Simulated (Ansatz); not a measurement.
## Structure relaxation, MnSi

The start is a relaxed MnSi cell, doubled along one cell vector, shaken by Gaussian noise of σ = 0.08 Å a coordinate. The structure is fully relaxed (lattice and positions, P = 0) with PBE (plane waves to 420 eV, PAW, scalar-relativistic; Ansatz, a first-principles code). First-step values are on the input's coarse k-mesh.

Ansatz input (later rounds restart from its end on a renewed k-mesh):
Ansatz 0.2 input:
```yaml
crystal:
  lattice:
    - [2.7458851812, 0, 0]
    - [-1.3729425906, 2.3780063228, 0]
    - [0, 0, 7.0845653426]
  atoms:
    - { symbol: Mn, position: [0.0487640772, 0.0393464699, 0.0152195737] }
    - { symbol: Mn, position: [-0.0114922897, -0.0406603573, 0.5106302933] }
    - { symbol: Si, position: [0.355068809, 0.6361604365, 0.253477449] }
    - { symbol: Si, position: [0.3301722425, 0.6616315962, 0.7640352221] }
basis: { ecutwfc: 420, ecutrho_ratio: 4, xc_grid: 2, fft_grid_basis: typed }
kpoints: { mp_grid: { grid: [10, 10, 4] } }
hamiltonian:
  xc: pbe
  dispersion: none
  pseudopotentials: { azcp: { folder: ./paw }, kind: paw }
scf: { occupations: { method: fermi_dirac, width: 0.05 } }
relax: { f_tol: 0.01, max_steps: 100, cell: { stress_tol: 0.02 } }
output: { forces: true, stress: true }
```

**Question.** Which atoms feel the largest initial force, and how large is it?

**Answer.** About 1.4 eV/Å, on Si3 (atoms numbered as listed).

**Question.** How much energy is released per atom?

**Answer.** 0.03 eV/atom.

**Question.** Does it find its way back to the structure it was made from?

**Answer.** It returns to the parent structure, P-6m2 (No. 187).

**Question.** How do the shortest distances between atoms change?

**Answer.** The closest pairs of elements (up to four, under 3.6 Å), start → end: Mn–Si 2.21 → 2.38 Å; Mn–Mn 2.75 → 2.75 Å; Si–Si 2.75 → 2.75 Å.

Relaxed structure:

Space group P-6m2 (No. 187); a = b = 2.7459 Å, c = 3.5422 Å, α = β = 90.00°, γ = 120.00°

```json
[
 {"atom": "Mn", "site": "1f", "symmetry": "-6m2", "x": "0.6667", "y": "0.3333", "z": "0.5000"},
 {"atom": "Si", "site": "1a", "symmetry": "-6m2", "x": "0.0000", "y": "0.0000", "z": "0.0000"}
]
```

Final values are on a 19×19×13 k-mesh of the relaxed cell. No spin polarisation in the result. The relaxed primitive cell holds an odd number of electrons. A magnetic state may lie lower.

The relaxed structure here is a generated cell of MnSi: the first start was made by placing the elements on the sites of a structure type, and the end was not matched to a known phase here, so it may be hypothetical. Known forms of MnSi include space group No. 198.
